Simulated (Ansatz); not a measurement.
**La: from a first guess to the relaxed hcp type**

First guess:

```yaml
crystal:
  lattice:
    - [3.45137, 0.00000, 0.00000]
    - [-1.72568, 2.98897, 0.00000]
    - [0.00000, 0.00000, 5.59121]
  atoms:
    - { symbol: La, position: [0.33333, 0.66667, 0.25000] }
    - { symbol: La, position: [0.66667, 0.33333, 0.75000] }
```

Theory: DFT, PBE, PAW with Ansatz's default frozen-core files, scalar-relativistic (Ansatz 0.2.0).

Cell and atoms relax within the symmetry of the start on a 12×12×7 k mesh with 0.05 eV Fermi–Dirac smearing.

The start is built from a prototype, known or not as a phase of this compound; the cutoff is 420 eV.

Spin–orbit coupling is left out, though it moves levels of the heavy atoms by tenths of an eV or more.

Q: What is the pressure of the first guess?

A: 9.08 GPa.

Q: What does it relax to?

A: a = 3.783 Å, b = 3.783 Å, c = 6.076 Å, α = 90.00°, β = 90.00°, γ = 120.00° (conventional cell), 37.65 Å³ per atom:
Space group P6_3/mmc (No. 194). a = 3.783 Å, b = 3.783 Å, c = 6.076 Å, α = 90.00°, β = 90.00°, γ = 120.00°
```json
{"atom": "La", "site": "2c", "symmetry": "-6m2", "x": "0.3333", "y": "0.6667", "z": "0.2500"}
```

Q: How much energy does the relaxation release?

A: 214 meV/atom.
